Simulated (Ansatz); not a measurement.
KNi2S2 in space group I4/mmm (No. 139; S on 4e, K on 2a, Ni on 4d), r²SCAN (plane waves, PAW; program Ansatz), all energies at zero smearing, with the estimated change up to a 700 eV cutoff added, with one set of potentials and settings (totals compare only within such a set). Cell of 5 atoms (2 S, 1 K, 2 Ni): -15048.402 eV.

```
element                             reference phase  E (eV/atom)
-------  ------------------------------------------  -----------
S                        P2/c, 32 atoms in the cell    -905.8156
K                        Im-3m, 1 atoms in the cell   -1542.4813
Ni       Fm-3m, 1 atoms in the cell, spin-polarised   -5845.2912
```

Formation energy per atom, worked out: (-15048.402 − 2×(-905.8156) − 1×(-1542.4813) − 2×(-5845.2912))/5 = -0.741 eV/atom (-72 kJ per mol of atoms), at 0 K, without zero-point energy or fitted corrections.

The workflow started from an entry of the Crystallography Open Database (COD). Whether it is the stable phase at ambient conditions was not checked. The cell was relaxed with r²SCAN under the symmetry of its start; its stability against distortions is not shown here. Spin order of the final state: ferromagnetic, the only order run, not a proven ground state. Other orbital occupations within this spin state were not tried. No Hubbard U is applied. The references are the lowest solids computed at this level, not always the standard phases.

Potentials: the later of the program's two PAW sets.
